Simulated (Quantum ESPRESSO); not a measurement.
Ru2Al3Sn2In, one composition in several site orders

Simulated, not a measurement. The program is pw.x of Quantum ESPRESSO 7.5 (plane-wave density functional theory). The cell is made up: eight metal atoms on a hexagonal close-packed lattice, with elements, volume, strain and displacements drawn at random and not relaxed, so it may be unstable or far from any real phase. PseudoDojo standard norm-conserving files set the functional (PBE unless stated); there is no spin polarisation or spin-orbit coupling, the Fermi-Dirac width of 0.25 eV means electrons at about 2900 K, and the masses in the input are unused placeholders. The tin pseudopotential is less sure than most, with forces differing by about three percent from a second method on plain tin. A spin test at this wide smearing found no moment, but such smearing suppresses magnetism that the real alloy may have.

The runs put one composition on the sites in different orders. Cell, positions, cutoff, mesh and smearing stay as in the input of run 1; sites are counted in its order. Stress in the tables is positive in tension.

Input of run 1:

```
&control calculation='scf', pseudo_dir='./dojo.nc.sr.pbe.v0_5.standard.upf', outdir='./o', disk_io='medium', tprnfor=.true., tstress=.true. /
&system ibrav=0, nat=8, ntyp=4, nbnd=51, ecutwfc=84.00895049, nosym=.true., tot_charge=0,
 occupations='smearing', smearing='fd', degauss=0.0183746611
/
&electrons conv_thr=1.470e-08, electron_maxstep=70, mixing_beta=0.5 /
ATOMIC_SPECIES
Al 1.0 Al.upf
In 1.0 In.upf
Ru 1.0 Ru.upf
Sn 1.0 Sn.upf
CELL_PARAMETERS angstrom
3.014 0.0078 4.7907
2.9997 -0.0756 -4.7817
-3.0656 5.4009 0.0407
ATOMIC_POSITIONS angstrom
Ru 0.0583 -0.0118 -0.0472
Al -1.4829 2.6827 -0.0749
Sn 3.0823 1.708 -2.4214
Al 1.3088 4.3532 -2.337
Ru 3.0617 0.0084 0.175
In 1.3977 2.5902 0.0507
Al 3.0167 1.9024 2.3538
Sn 1.3296 4.5051 2.3452
K_POINTS automatic
5 5 5 1 1 1
```

| run | elements on sites 1 to 8 | free energy less that of run 1 (eV) | -TS (eV) | pressure (GPa) | stress xx (GPa) | stress yy (GPa) | stress zz (GPa) | stress yz (GPa) | stress xz (GPa) | stress xy (GPa) | iterations |
| --- | --- | --- | --- | --- | --- | --- | --- | --- | --- | --- | --- |
| 1 | Ru Al Sn Al Ru In Al Sn | 0.000 | -1.205 | -4.13 | -0.69 | 8.86 | 4.23 | 0.81 | -0.17 | -0.82 | 11 |
| 2 | Ru Al Al Sn Ru Sn In Al | 0.093 | -1.203 | -3.91 | -0.79 | 8.60 | 3.91 | 0.94 | -0.90 | -1.04 | 11 |
| 3 | Ru Al Sn Al In Ru Al Sn | -0.165 | -1.218 | -4.67 | 6.27 | 0.26 | 7.47 | 1.38 | -1.33 | -4.38 | 11 |
| 4 | In Al Al Ru Ru Sn Al Sn | -0.185 | -1.141 | -4.48 | 5.82 | 7.25 | 0.37 | -0.10 | 3.94 | -1.29 | 11 |
| 5 | Sn In Al Al Ru Sn Ru Al | -0.361 | -1.144 | -4.90 | 6.92 | 3.79 | 3.99 | -2.10 | 0.04 | -1.19 | 11 |
| 6 | Al Sn Al Sn Ru Al Ru In | -0.423 | -1.151 | -4.93 | 7.53 | 4.58 | 2.68 | -1.79 | -0.86 | -0.18 | 11 |

Forces Fx Fy Fz (eV/Å):

| site | run 1 | run 2 | run 3 | run 4 | run 5 | run 6 |
| --- | --- | --- | --- | --- | --- | --- |
| 1 | -0.15 -0.22 -0.44 | -0.18 -0.14 -0.15 | 0.03 -0.38 -0.21 | -0.33 -0.30 0.11 | -0.32 -0.07 -0.54 | -0.17 0.66 -0.33 |
| 2 | -0.34 0.03 0.51 | -0.44 0.01 -0.14 | 0.21 0.26 0.44 | -0.27 -0.06 0.91 | -0.51 -0.02 0.25 | -0.07 -0.72 0.23 |
| 3 | -0.74 -1.33 0.83 | -0.48 -0.79 0.47 | -0.43 -0.26 -0.60 | -0.17 -0.47 1.19 | -0.42 -0.65 1.00 | -0.25 -0.69 0.45 |
| 4 | 0.24 0.78 -0.36 | 0.66 1.89 -0.50 | 0.06 -0.07 0.54 | -0.13 -0.39 -0.20 | -0.01 0.21 -0.09 | 0.09 0.74 0.53 |
| 5 | -0.43 0.48 -0.01 | 0.02 0.17 -0.08 | -0.97 0.29 -1.45 | -0.18 0.72 -0.61 | -0.02 -0.71 -0.21 | -0.55 -0.04 -1.03 |
| 6 | 0.79 0.21 -1.39 | 0.58 -0.06 0.01 | 0.01 0.32 -0.47 | 0.41 0.38 -1.53 | 0.93 0.24 -0.39 | 0.42 -0.55 -0.12 |
| 7 | 0.33 -1.03 -0.02 | -0.04 -1.90 0.06 | 0.14 0.09 0.83 | 0.24 -0.05 -0.71 | 0.24 0.51 0.03 | 0.00 0.09 0.10 |
| 8 | 0.31 1.08 0.87 | -0.12 0.82 0.33 | 0.96 -0.25 0.91 | 0.43 0.16 0.82 | 0.12 0.50 -0.04 | 0.53 0.51 0.16 |

The sites are displaced and not relaxed, so the energy differences mix bonding between neighbours with strain and are not ordering energies. A rerun of one cell of this series at a higher cutoff and on a denser mesh moved values by no more than 0.003 eV in energy, 0.06 GPa in stress and 0.016 eV/Å in force, and a second program with other atomic files agreed on that cell to 2 % rms in force and 0.5 GPa in pressure.